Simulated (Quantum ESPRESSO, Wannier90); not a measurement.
InAs (zinc blende): Wannier90 run

```
InAs
1.0
    0.00000     3.05356     3.05356
    3.05356     0.00000     3.05356
    3.05356     3.05356     0.00000
In As
1 1
Cartesian
  1.52678   1.52678   1.52678
  0.00000   0.00000   0.00000
```

Materials Project entry mp-20305; symmetrised, unrelaxed at this level. COD (Crystallography Open Database) has an entry of this formula and space group (matched by these alone). Computed values, not measurements, from PBEsol: Quantum ESPRESSO (norm-conserving PseudoDojo potentials, cutoff 68 Ry, no spin polarisation, no spin-orbit coupling) on a Γ-centred 10×10×10 mesh, then Wannier90. Density: 10×10×10 mesh, cold smearing 0.01 Ry. Spin-orbit coupling is left out although heavy elements are present.

Valence charges of the files: In 13, As 15. 25 bands were computed.

Isolated groups of bands, relative to the Fermi level (bands from 12 on overlap up to the last one computed):

| bands | from (eV) | to (eV) | filling | weight on atomic waves |
|---|---|---|---|---|
| 1–5 | -35.08 | -35.06 | filled | As 3d 100 % |
| 6–10 | -14.49 | -14.19 | filled | In 4d 98 % |
| 11 | -11.71 | -9.77 | filled | As 4s 63 %, In 5p 21 %, In 5s 10 % |

Wanted is a model with the orbitals In s p, As s p, without the filled groups that are mainly made of other shells (semicore states, and anion s where it isn't named); all higher bands stay in for disentanglement.

Question: Give num_wann, exclude_bands and num_bands, and the number of electrons that the model holds.

Answer: Electrons: 1×13 + 1×15 = 28, or 14.0 bands' worth; no gap over 0.05 eV opens at the Fermi level at this level of theory.
num_wann = 1×4 + 1×4 = 8.
exclude_bands = 1-10, 10 bands, so num_bands = 25 − 10 = 15.
The model holds 28 − 2×10 = 8 electrons. With the window frozen to 1.50 eV it follows pw.x to 2.9 meV rms (states up to 1.0 eV relative to the Fermi level).
